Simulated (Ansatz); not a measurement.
LaNiO3 in space group R-3c (No. 167; La on 6a, Ni on 6b, O on 18e) at seven volumes, PBEsol in the plane-wave PAW code Ansatz, shape and atoms relaxed at each. One row is withheld.

| V (Å³/atom) | P (GPa) |
|---|---|
| 9.948 | 22.12 |
| 10.276 | ? |
| 10.604 | 6.22 |
| 10.932 | -0.01 |
| 11.260 | -5.24 |
| 11.588 | -9.78 |
| 11.916 | -13.55 |

Task: Fit the shown pressures and predict the withheld one.

Result: Third-order Birch–Murnaghan: P = (3/2)B₀(x^(7/2) − x^(5/2))[1 + (3/4)(B′ − 4)(x − 1)] with x = (V₀/V)^(2/3). Least squares on the six rows gives V₀ = 10.932 Å³/atom, B₀ = 190.3 GPa, B′ = 4.41. At V = 10.276, x = 1.0421 and P = 13.50 GPa. The run itself gave 13.57 GPa.

The workflow started from a Materials Project entry (that database holds measured and hypothetical structures alike); the Crystallography Open Database files this formula in space group No. 167, but the cells were not matched. Whether it is the stable phase at ambient conditions was not checked. The cell was relaxed with PBEsol under the symmetry of its start; whether a distortion lowers the energy is not shown. The workflow began spin-polarised and lost its moments. No Hubbard U is applied. Spin–orbit coupling is left out wherever it is not named.

Potentials: the earlier of the program's two PAW sets. The files were generated under PBE; for other functionals the program regenerates the frozen cores, and for LDA and PBEsol the local potential too.
